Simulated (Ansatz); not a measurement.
An element in the sc structure gives these cold pressures by all-electron LAPW under PBEsol (Ansatz 0.2.0, scalar-relativistic, spin-polarised).

```csv
V (Å³/atom),P (GPa)
12.32,-0.05
11.33,20.6
10.35,51.6
9.36,98.8
8.38,172.6
7.39,293.5
6.41,502.4
5.54,820.1
```

Task: Which element is it?

Result: Cr. Its zero-pressure volume in this structure is near 12.3 Å³/atom; the volume and the steepness of P(V) together point to it, though neighbours can come close. Other candidates weren't computed, and some may come near.
